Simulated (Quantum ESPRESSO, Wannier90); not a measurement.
## Wannierisation of CdS (wurtzite)

```xyz
4
Lattice="4.1688 0.0000 0.0000 -2.0844 3.6103 0.0000 0.0000 0.0000 6.7796" Properties=species:S:1:pos:R:3 pbc="T T T"
Cd    -2.0844     1.2034    -3.3883
Cd     2.0844    -1.2034     0.0015
S     -2.0844     1.2034    -0.8354
S      2.0844    -1.2034     2.5544
```

Materials Project entry mp-672; symmetrised, unrelaxed at this level. COD (Crystallography Open Database) has the formula in 2 space groups, this one among them (matched by group alone). Level: PBEsol, no spin polarisation, no spin-orbit coupling; pw.x of Quantum ESPRESSO at 82 Ry with PseudoDojo potentials, 6×6×4 k-points, Wannier90. Density: 12×12×6 mesh, Gaussian smearing 0.01 Ry.

The plane-wave run has 48 bands and 52 electrons a cell. On the energy scale of pw.x, whose zero is arbitrary, the valence-band maximum lies at 6.48 eV.

Isolated groups of bands, relative to the valence-band maximum (bands from 27 on overlap up to the last one computed):

| bands | from (eV) | to (eV) | filling | weight on atomic waves |
|---|---|---|---|---|
| 1–2 | -101.20 | -101.20 | filled | Cd 4s 100 % |
| 3–8 | -62.29 | -62.29 | filled | Cd 4p 100 % |
| 9–10 | -12.21 | -11.67 | filled | S 3s 84 %, Cd 5s 8 %, Cd 4d 8 % |
| 11–20 | -7.61 | -6.58 | filled | Cd 4d 95 % |
| 21–26 | -4.28 | 0.00 | filled | S 3p 81 %, Cd 5s 9 %, Cd 4d 5 % |

Input w.win, without the blocks of cell, atoms and k-points (144 lines):

```
num_bands = 48
num_wann = 16
num_iter = 800
conv_tol = 1.0e-6
conv_window = 4
dis_num_iter = 1000
dis_conv_tol = 1.0e-6
dis_froz_max = 9.01
write_hr = true
write_u_matrices = true
begin projections
Cd: s;p
S: s;p
end projections
mp_grid = 6 6 4
```

**Question.** Check the input against the numbers above: what is wrong, and how is it mended?

**Answer.** wannier90.x stops with:
```
dis_windows: More states in the frozen window than target WFs
```
At some k-point more bands lie below dis_froz_max than there are Wannier functions, and every frozen state has to fit into the subspace. Here the deep bands below band 9 or between the kept ones were not excluded and fill the window; only bands 9-10,21-48 belong to the model. Mended as below, all else unchanged, the run goes through (Ω_I = 25.2 Å²) and follows the plane-wave bands to 1.8 meV rms (states up to 2.0 eV relative to the valence-band maximum).
```
num_bands = 30
exclude_bands = 1-8,11-20
```
